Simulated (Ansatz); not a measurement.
AsH3 on the (100) surface of Si$_{3}$N$_{4}$, space group P6_3/m (No. 176), its top face closed with OH (H on the anions), its bottom face closed with OH (H on the anions) (top face towards +c; held atoms: 1, 2, 3, 4, 5, 6, 7, 8, 9, 10, 11, 12, 13, 14), one molecule per 44.4 Å². Starting structure (upright, lowest atom H over a bridge H-H site; the molecule's atoms stand last):

```yaml
crystal:
  lattice:
    - [5.82262, 0.00000, 0.00000]
    - [0.00000, 7.61924, 0.00000]
    - [0.00000, 0.00000, 30.06737]
  atoms:
    - { symbol: Si, position: [0.37500, 0.52904, 0.34116] }
    - { symbol: Si, position: [0.87500, 0.52904, 0.34116] }
    - { symbol: N, position: [0.12500, 0.00000, 0.35716] }
    - { symbol: N, position: [0.62500, 0.00000, 0.35716] }
    - { symbol: N, position: [0.12500, 0.63509, 0.35790] }
    - { symbol: N, position: [0.62500, 0.63509, 0.35790] }
    - { symbol: N, position: [0.37500, 0.32009, 0.36446] }
    - { symbol: N, position: [0.87500, 0.32009, 0.36446] }
    - { symbol: Si, position: [0.12500, 0.20984, 0.37936] }
    - { symbol: Si, position: [0.62500, 0.20984, 0.37936] }
    - { symbol: Si, position: [0.12500, 0.81920, 0.39211] }
    - { symbol: Si, position: [0.62500, 0.81920, 0.39211] }
    - { symbol: N, position: [0.37500, 0.81500, 0.42375] }
    - { symbol: N, position: [0.87500, 0.81500, 0.42375] }
    - { symbol: N, position: [0.12513, 0.18503, 0.43670] }
    - { symbol: N, position: [0.62513, 0.18503, 0.43670] }
    - { symbol: Si, position: [0.37515, 0.17684, 0.46850] }
    - { symbol: Si, position: [0.87515, 0.17684, 0.46850] }
    - { symbol: Si, position: [0.37495, 0.78433, 0.48122] }
    - { symbol: Si, position: [0.87495, 0.78433, 0.48122] }
    - { symbol: N, position: [0.12493, 0.67352, 0.49674] }
    - { symbol: N, position: [0.62493, 0.67352, 0.49674] }
    - { symbol: N, position: [0.37545, 0.35841, 0.50388] }
    - { symbol: N, position: [0.87545, 0.35841, 0.50388] }
    - { symbol: N, position: [0.37509, 0.99407, 0.50181] }
    - { symbol: N, position: [0.87509, 0.99407, 0.50181] }
    - { symbol: Si, position: [0.12565, 0.46415, 0.51938] }
    - { symbol: Si, position: [0.62565, 0.46415, 0.51938] }
    - { symbol: O, position: [0.36139, 0.51741, 0.28590] }
    - { symbol: O, position: [0.86139, 0.51741, 0.28590] }
    - { symbol: H, position: [0.51209, 0.50549, 0.27190] }
    - { symbol: H, position: [0.01209, 0.50549, 0.27190] }
    - { symbol: H, position: [0.12602, 0.98047, 0.32384] }
    - { symbol: H, position: [0.62602, 0.98047, 0.32384] }
    - { symbol: H, position: [0.37466, 0.01395, 0.53518] }
    - { symbol: H, position: [0.87466, 0.01395, 0.53518] }
    - { symbol: O, position: [0.13920, 0.47724, 0.57469] }
    - { symbol: O, position: [0.63920, 0.47724, 0.57469] }
    - { symbol: H, position: [0.98849, 0.48975, 0.58865] }
    - { symbol: H, position: [0.48849, 0.48975, 0.58865] }
    - { symbol: As, position: [0.85654, 0.40453, 0.68628] }
    - { symbol: H, position: [0.76929, 0.55381, 0.71772] }
    - { symbol: H, position: [0.73849, 0.48975, 0.64486] }
    - { symbol: H, position: [0.64150, 0.28804, 0.69626] }
```

Computed with DFT PBE+D3(BJ), scalar-relativistic, plane waves, PAW (Ansatz 0.2.0). Plane waves to 420 eV, a k mesh through Γ of 3×2×1 on the computed 44-atom cell and Gaussian smearing (0.05 eV); no spin polarisation. The cell repeats along c with a dipole correction in the vacuum.

E_ads is per molecule, from the clean relaxed slab and the free relaxed molecule; negative means bound; no zero-point or thermal terms, forces under 0.04 eV/Å, and the free molecule is spin-polarised where open-shell. Heights count from the highest slab atom.

(1) What does it relax to?

Each end is the local minimum that its start leads to.

Results:

(1) E_ads = -0.39 eV; the molecule stays whole. Final structure after 53 steps:

```yaml
crystal:
  lattice:
    - [5.82262, 0.00000, 0.00000]
    - [0.00000, 7.61924, 0.00000]
    - [0.00000, 0.00000, 30.06737]
  atoms:
    - { symbol: Si, position: [0.37500, 0.52904, 0.34116] }
    - { symbol: Si, position: [0.87500, 0.52904, 0.34116] }
    - { symbol: N, position: [0.12500, 0.00000, 0.35716] }
    - { symbol: N, position: [0.62500, 0.00000, 0.35716] }
    - { symbol: N, position: [0.12500, 0.63509, 0.35790] }
    - { symbol: N, position: [0.62500, 0.63509, 0.35790] }
    - { symbol: N, position: [0.37500, 0.32009, 0.36446] }
    - { symbol: N, position: [0.87500, 0.32009, 0.36446] }
    - { symbol: Si, position: [0.12500, 0.20984, 0.37936] }
    - { symbol: Si, position: [0.62500, 0.20984, 0.37936] }
    - { symbol: Si, position: [0.12500, 0.81920, 0.39211] }
    - { symbol: Si, position: [0.62500, 0.81920, 0.39211] }
    - { symbol: N, position: [0.37500, 0.81500, 0.42375] }
    - { symbol: N, position: [0.87500, 0.81500, 0.42375] }
    - { symbol: N, position: [0.12023, 0.19157, 0.43703] }
    - { symbol: N, position: [0.62005, 0.19106, 0.43705] }
    - { symbol: Si, position: [0.37076, 0.18282, 0.46879] }
    - { symbol: Si, position: [0.87086, 0.18257, 0.46879] }
    - { symbol: Si, position: [0.37377, 0.78918, 0.48141] }
    - { symbol: Si, position: [0.87393, 0.78944, 0.48138] }
    - { symbol: N, position: [0.12370, 0.67905, 0.49722] }
    - { symbol: N, position: [0.62378, 0.67907, 0.49707] }
    - { symbol: N, position: [0.37156, 0.36381, 0.50446] }
    - { symbol: N, position: [0.87151, 0.36385, 0.50447] }
    - { symbol: N, position: [0.37454, 0.99925, 0.50201] }
    - { symbol: N, position: [0.87523, 0.99912, 0.50176] }
    - { symbol: Si, position: [0.12208, 0.46965, 0.51985] }
    - { symbol: Si, position: [0.62209, 0.46989, 0.51975] }
    - { symbol: O, position: [0.36100, 0.51701, 0.28603] }
    - { symbol: O, position: [0.86103, 0.51700, 0.28603] }
    - { symbol: H, position: [0.51120, 0.50577, 0.27180] }
    - { symbol: H, position: [0.01124, 0.50578, 0.27180] }
    - { symbol: H, position: [0.23228, 0.98524, 0.33065] }
    - { symbol: H, position: [0.73214, 0.98518, 0.33063] }
    - { symbol: H, position: [0.31953, 0.01702, 0.53375] }
    - { symbol: H, position: [0.82411, 0.01719, 0.53388] }
    - { symbol: O, position: [0.13633, 0.48351, 0.57523] }
    - { symbol: O, position: [0.63415, 0.48489, 0.57516] }
    - { symbol: H, position: [0.98667, 0.50215, 0.58914] }
    - { symbol: H, position: [0.48273, 0.50104, 0.58866] }
    - { symbol: As, position: [0.70907, 0.08339, 0.61634] }
    - { symbol: H, position: [0.71418, 0.94662, 0.65374] }
    - { symbol: H, position: [0.83544, 0.21846, 0.64484] }
    - { symbol: H, position: [0.47436, 0.15165, 0.63114] }
```